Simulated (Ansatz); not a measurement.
LiMg$_{2}$Sn$_{2}$ in Ansatz, relaxation

input.yaml:

```yaml
crystal:
  lattice:
    - [4.391143, 0.0, 0.0]
    - [-2.195571, 3.802842, 0.0]
    - [0.0, 0.0, 7.315457]
  atoms:
    - { symbol: Mg, position: [0.3333, 0.6667, 0.6286] }
    - { symbol: Mg, position: [0.6667, 0.3333, 0.3714] }
    - { symbol: Sn, position: [0.3333, 0.6667, 0.2571] }
    - { symbol: Sn, position: [0.6667, 0.3333, 0.7429] }
    - { symbol: Li, position: [0.0, 0.0, 0.0] }
  symmetry: { tolerance: 0.0003 }
kpoints:
  mp_grid: { grid: [5, 5, 3], shift: [0, 0, 0] }
magnetization:
  spin_polarized: false
scf:
  occupations: { method: gaussian, width: 0.1 }
hamiltonian:
  pseudopotentials: { kind: paw }
  xc: pbe
basis:
  ecutwfc: 420
output:
  forces: true
  stress: true
  eigenvalues: true
relax:
  max_steps: 40
  cell: {}
```

Launch command:

```bash
ansatz run input.yaml --threads 1 --pin off --max-ram 2560MiB --backend cpu --events-out ev --progress --plain --runs-dir out
```

Origin of the cell: a known structure type with other elements, at an estimated volume, so it need not be a known compound.

Output (shortened):

```
Warning: the atoms were moved onto the symmetric positions of the space group found under crystal.symmetry.tolerance 3.0e-4 (fractional; no operation is sought that the atoms, as they stand i […]
Pseudopotentials: kind: paw
Pseudopotential: Mg, paw, valence charge 10, recommended cutoff 420 eV (normal), Mg.paw.azcp
Pseudopotential: Sn, paw, valence charge 14, recommended cutoff 420 eV (normal), Sn.paw.azcp
Pseudopotential: Li, paw, valence charge 3, recommended cutoff 420 eV (normal), Li.paw.azcp
Functional definition: PBE
  exchange = pbe_x(kappa = kappa, mu = beta*pi^2/3)
  correlation = pbe_c(beta = beta)
Crystal: 5 atoms, lattice volume = 122.160 Å³
Basis set: ecut = 420 eV, 2419 PW (Γ), exchange–correlation on 60×60×100 points (8 copies of the dense FFT grid, shifted against one another)
Bands: 31, of which v1, the nominal top of the filled ones, is band 26 counted from 1 (25 counted from 0)
Symmetry: 12 space group operations
[… 8 lines left out …]
Initial density: superposition of atomic densities (neutral atoms: chi_scale 0, normalization atom), corrected by the library's trained network
Functional: x = pbe(κ = 0.804, μ = 0.219515), c = pbe(β = 0.066725)
SCF iter   1: F=—  HF=-16099.825305 eV  Δρ=2.85e-3  dr2=1.92e-2
SCF iter   2: F=—  HF=-16099.822240 eV  Δρ=1.85e-3  dr2=8.89e-3
SCF iter   3: F=—  HF=-16099.819587 eV  Δρ=3.51e-4  dr2=2.80e-4
SCF iter   4: F=—  HF=-16099.819586 eV  Δρ=1.79e-4  dr2=8.06e-5
SCF iter   5: F=—  HF=-16099.819542 eV  Δρ=4.35e-5  dr2=8.41e-6
SCF iter   6: F=—  HF=-16099.819542 eV  Δρ=1.81e-5  dr2=1.66e-6
SCF iter   7: F=-16099.819542 eV  HF=-16099.819542 eV  Δρ=5.05e-6  dr2=8.64e-8
relax step   1: F+E_penalty+E_count = -16099.819542 eV  Δ(F+E_penalty+E_count) = +0.000e0 eV  max|allowed force component| = 1.856e0 eV/Å  Δτ_max = 0.0000 Å  P = +7.807 GPa  Ω = 122.160 Å³  ( […]
relax step   2: F+E_penalty+E_count = -16100.649015 eV  Δ(F+E_penalty+E_count) = -8.295e-1 eV  max|allowed force component| = 7.745e-1 eV/Å  Δτ_max = 0.1949 Å  P = +1.648 GPa  Ω = 130.957 Å³ […]
relax step   3: F+E_penalty+E_count = -16101.065429 eV  Δ(F+E_penalty+E_count) = -4.164e-1 eV  max|allowed force component| = 6.059e-1 eV/Å  Δτ_max = 0.1878 Å  P = +0.186 GPa  Ω = 128.974 Å³ […]
relax step   4: F+E_penalty+E_count = -16101.281523 eV  Δ(F+E_penalty+E_count) = -2.161e-1 eV  max|allowed force component| = 1.697e-1 eV/Å  Δτ_max = 0.1912 Å  P = +0.402 GPa  Ω = 124.277 Å³ […]
relax step   5: F+E_penalty+E_count = -16101.309723 eV  Δ(F+E_penalty+E_count) = -2.820e-2 eV  max|allowed force component| = 8.292e-2 eV/Å  Δτ_max = 0.0200 Å  P = -0.271 GPa  Ω = 126.536 Å³ […]
relax step   6: F+E_penalty+E_count = -16101.311598 eV  Δ(F+E_penalty+E_count) = -1.875e-3 eV  max|allowed force component| = 5.685e-2 eV/Å  Δτ_max = 0.0376 Å  P = +0.117 GPa  Ω = 125.035 Å³ […]
relax step   7: F+E_penalty+E_count = -16101.312687 eV  Δ(F+E_penalty+E_count) = -1.090e-3 eV  max|allowed force component| = 6.555e-3 eV/Å  Δτ_max = 0.0134 Å  P = +0.006 GPa  Ω = 125.435 Å³ […]
relax step   8: F+E_penalty+E_count = -16101.313351 eV  Δ(F+E_penalty+E_count) = -6.642e-4 eV  max|allowed force component| = 6.612e-3 eV/Å  Δτ_max = 0.0000 Å  P = +0.011 GPa  Ω = 125.435 Å³  stress off target by 2.02e-2 GPa […]
SCF 8 converged in 6 iterations: F = -16101.313351 eV  dr2 = 3.76e-11
basis re-selected at this cell: Δ(F+E_penalty+E_count) = -6.642e-4 eV, ΔP = +0.005 GPa vs the last step (what re-selecting the basis moved, of the pressure what is left beyond the Pulay corre […]
SCF converged after 6 iterations
Free energy (F): -16101.313351 eV
Harris-Foulkes:  -16101.313351 eV  (|F-HF|=2.55e-11)
Internal energy: -16101.298352 eV  (E = F + TS)
E sigma→0 (E₀):  -16101.305852 eV
Entropy (-TS):   -0.015000 eV (-3.000 meV/atom)
Fermi energy:    6.679558 eV
--- Per-component energies (eV) ---
  E_band       = -1047.102006
  E_kinetic    = 544.964122
  E_local      = -5637.918869  (includes V_loc(G=0)·N_el)
  E_nonlocal   = 93.497249
  E_hartree    = 2506.214913
  E_xc         = -832.370944
  E_vxc        = -278.904756  (∫ρ·V_xc dr)
  E_paw        = -8879.205908  (= ΣΔE_a)
  E_vpaw       = -781.169617  (= ΣTr[D̂ρ^β])
  E_aug_tail   = 0.000014  (compensation charges beyond the density's cutoff)
  E_ewald      = -3896.478930
  E_smearing   = -0.015000  (= −TS)
  Σ components = -16101.313351   (vs F -16101.313351, Δ=0.00e0)
--- Forces (eV/Å), atoms counted from 1 ---
  atom   1  Mg     0.000000     0.000000    -0.005848
  atom   2  Mg    -0.000000    -0.000000     0.005848
  atom   3  Sn     0.000000    -0.000000    -0.006612
  atom   4  Sn    -0.000000     0.000000     0.006612
  atom   5  Li     0.000000     0.000000     0.000000
  max |Σ_I F_I| component: 3.82e-17 eV/Å
--- Stress (GPa, compression-positive) ---
        0.020153      -0.000000      -0.000000
       -0.000000       0.020153      -0.000000
       -0.000000      -0.000000      -0.007287
  P = ⅓ Tr σ = 0.0110 GPa (0.110 kbar)
--- Relaxed structure (7 steps of the walk, 7 accepted, 1 SCFs on fresh bases) ---
  F+E_penalty+E_count = -16101.313351 eV   max|allowed force component| = 6.612e-3 eV/Å   (the final SCF, on the basis selected at the relaxed cell)
  cell:  # Å, volume = 125.4345 Å³
    - [4.737609, -3.114e-7, -1.266e-17]
    - [-2.368804, 4.102890, 6.334e-18]
    - [-2.110e-17, 0.0, 6.453097]
  atoms:
    - { symbol: Mg, position: [0.333333, 0.666667, 0.646028] }
    - { symbol: Mg, position: [0.666667, 0.333333, 0.353972] }
    - { symbol: Sn, position: [0.333333, 0.666667, 0.172608] }
    - { symbol: Sn, position: [0.666667, 0.333333, 0.827392] }
    - { symbol: Li, position: [0.0, 0.0, -2.987e-18] }
```

Caveats: no moments, though an odd count or open d shells may carry them; the k mesh is coarse if the cell is a metal; the relaxation held the start's symmetry, so the end may be a saddle point.

The run took 22 s on 1 thread of Arm Neoverse V2, with other jobs on the host, peak memory 0.38 GiB, from the program's own first density.
